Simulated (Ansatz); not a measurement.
CsSnI₃ built on the cubic perovskite prototype, relaxed with r2SCAN in the PAW code Ansatz. Space group Pm-3m (No. 221), cubic; conventional cell a = 6.241 Å, 48.63 Å³ an atom. Cs has 12 I at 4.41 Å; Sn has 6 I at 3.12 Å; I has 2 Sn at 3.12 Å and 4 Cs at 4.41 Å.

The axes x, y and z are those of this cell:
```yaml
crystal:
  lattice:
    - [6.24149, 0.00000, 0.00000]
    - [0.00000, 6.24149, 0.00000]
    - [0.00000, 0.00000, 6.24149]
  atoms:
    - { symbol: Cs, position: [0.00000, 0.00000, 0.00000] }
    - { symbol: Sn, position: [0.50000, 0.50000, 0.50000] }
    - { symbol: I, position: [0.50000, 0.50000, 0.00000] }
    - { symbol: I, position: [0.50000, 0.00000, 0.50000] }
    - { symbol: I, position: [0.00000, 0.50000, 0.50000] }
```

Unstrained: PBE gives a direct gap of 0.383 eV at R. r2SCAN gives a direct gap of 0.504 eV at R. HSE06 gives a direct gap of 0.847 eV at R. Meshes: PBE 4×4×4, r2SCAN 4×4×4, HSE06 2×2×2. Strains are changes of length per length. After each strain the atoms were relaxed again with r2SCAN in this cell and within any symmetry left, so distortions that break it or need a larger cell weren't tested; points keep the names that they have in the unstrained zone. The calculation is spin-unpolarised, and the structure need not be a phase that has been made.

Problem. Apply isotropic -3.0 % on every length. How far does the gap move, against the unstrained cell?

Solution. PBE: gap 0.38 before, 0 after (eV); it has closed. r2SCAN: the gap goes from 0.504 to 0.042 eV (-0.462 eV); so small a gap is at the limit of these settings. HSE06: the gap goes from 0.847 to 0.402 eV (-0.445 eV). The r2SCAN energy rises by 24.3 meV an atom.

Problem. Apply isotropic -4.0 % on every length. How far does the gap move, against the unstrained cell?

Solution. PBE: gap 0.38 before, 0 after (eV); it has closed. r2SCAN: gap 0.50 before, 0 after (eV); it has closed. HSE06: the gap goes from 0.847 to 0.234 eV (-0.613 eV). The r2SCAN energy rises by 43.9 meV an atom.

Spin-orbit coupling is left out, which matters wherever the heavy atoms make up the band edges.

The meshes of the hybrids are coarse, so their gaps aren't converged to the digits shown.
